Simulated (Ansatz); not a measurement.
MgTiNO:
```xyz
4
Lattice="2.9830 0.0000 0.0000 0.0000 2.9830 0.0000 0.0000 0.0000 4.3651" Properties=species:S:1:pos:R:3 pbc="T T T"
Ti     0.0000     0.0000     0.0000
N      1.4915     1.4915     0.0000
Mg     1.4915     1.4915     2.1826
O      0.0000     0.0000     2.1826
```

Relaxed with PBE. Special points in fractions of this cell's reciprocal vectors: Γ (0.000, 0.000, 0.000); X (0.000, 0.500, 0.000); M (0.500, 0.500, 0.000); Z (0.000, 0.000, 0.500); R (0.000, 0.500, 0.500); A (0.500, 0.500, 0.500).

Question: List the band energies nearest the Fermi level at these points for DFT-PBE in the program Ansatz with PAW potentials.

Answer: In eV from the Fermi level; about four levels below and three above (degenerate sets whole), none deeper than 8.9 eV; points with the same levels are listed once.

```csv
k,below,above
Γ,-3.18 -2.17 -2.17 -2.12,0.49 0.49 0.68
X,-5.80 -5.67 -5.06 -4.93,0.81 1.29 1.76
M,-3.82 -3.82 -3.69 -1.45 -1.45,1.43 2.32 3.13
Z,-5.23 -5.23 -2.35 -2.35 -2.02,1.05 1.14 1.14
R,-6.14 -5.12 -5.05 -3.86,1.33 1.86 1.91
A,-6.57 -4.56 -4.56 -4.22,0.02 0.02 2.32
```

Space group P4/mmm. The start of the workflow was typed in or built on a structure type; neither database checked (COD, Materials Project) lists it. Its standing as an ambient phase is unchecked. Symmetry was held in the PBE relaxation; whether a distortion lowers the energy is not shown. The workflow began spin-polarised and lost its moments. The compound may be a true metal, but semilocal functionals without U, or a wrong spin order, can also close a gap.

Potentials: the earlier of the program's two PAW sets.
